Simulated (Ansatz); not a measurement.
# CdPd (P4/mmm), a vibration from a frozen displacement

These are results of DFT PBEsol, scalar-relativistic, plane waves, PAW (Ansatz), not measurements. Settings: plane waves to 420 eV, k-mesh 16×16×14 (Γ-centred), Gaussian smearing 0.15 eV. No spin polarisation. Energies are free energies at this smearing, counted from the undisturbed cell; pressure is positive in compression.

The undisturbed cell (as given, not relaxed at this level; it stands at -1.3 GPa, and it needn't be the usual structure):

```
CELL_PARAMETERS angstrom
3.02760 0.00000 0.00000
0.00000 3.02760 0.00000
0.00000 0.00000 3.63100
ATOMIC_POSITIONS crystal
Cd 0.00000 0.00000 0.00000
Pd 0.50000 0.50000 0.50000
```

Every Pd atom is moved by x along the Cartesian unit vector (0.000, 0.000, 1.000); the cell and all other atoms stay fixed. The cell's volume is 33.28 Å³; the moved atoms weigh 106.420 u together and the others 112.414 u. Some rows repeat others by symmetry and weren't run.

| x (Å) | ΔE (meV/cell) | total force on the moved atoms along the move (eV/Å) | pressure (GPa) |
| --- | --- | --- | --- |
| -0.1000 | 33.14 | 0.6640 | -0.6151 |
| -0.0875 | 25.36 | 0.5805 | -0.7846 |
| -0.0750 | 18.62 | 0.4972 | -0.9316 |
| -0.0625 | 12.93 | 0.4140 | -1.0559 |
| -0.0500 | 8.27 | 0.3310 | -1.1577 |
| -0.0375 | 4.65 | 0.2482 | -1.2368 |
| -0.0250 | 2.07 | 0.1654 | -1.2934 |
| -0.0125 | 0.52 | 0.0827 | -1.3273 |
| 0.0000 | 0.00 | 0.0000 | -1.3386 |
| 0.0125 | 0.52 | -0.0827 | -1.3273 |
| 0.0250 | 2.07 | -0.1654 | -1.2934 |
| 0.0375 | 4.65 | -0.2482 | -1.2368 |
| 0.0500 | 8.27 | -0.3310 | -1.1577 |
| 0.0625 | 12.93 | -0.4140 | -1.0559 |
| 0.0750 | 18.62 | -0.4972 | -0.9316 |
| 0.0875 | 25.36 | -0.5805 | -0.7846 |
| 0.1000 | 33.14 | -0.6640 | -0.6151 |

Q: What frequency belongs to this motion?

A: The force constant is k = −dF/dx = 6.616 eV/Å², from the parabola through x = -0.0125, 0 and 0.0125. In every cell the moved atoms swing against the rest, so the mass is μ = m₁m₂/(m₁ + m₂) = 54.667 u, and ν̃ = 521.5 cm⁻¹ × √(|k|/μ) = 181 cm⁻¹, at this cell's pressure of -1.3 GPa. To first order in x, and within 1 %, the force on every atom lies along the move and, within each of the two groups, in proportion to the atom's mass, so this is itself a mode at the zone centre of this cell.

Q: How far does the harmonic law reach?

A: At x = -0.100 Å, kx²/2 = 33.08 meV against the computed 33.14 meV (+0.2 %): the well is still close to harmonic there.

Q: The pressure changes with x². What does that say about the frequency under compression?

A: With E = k(V)x²/2, k ∝ V^(−2γ) and x scaling with the cell as V^(1/3), P − P0 = −∂E/∂V = (2γ − 2/3) ΔE/V. At x = 0.0250 Å, V(P − P0) = 33.28 × 0.04523 / 160.2 eV = 9.40 meV and ΔE = 2.07 meV, so γ = 1/3 + V(P − P0)/(2ΔE) = 2.61. This is the Grüneisen parameter of the motion under uniform scaling of the cell: shrinking the cell evenly by 1 % in volume raises the frequency by about 2.61 %.

In a metal these slopes depend on the k mesh and the smearing.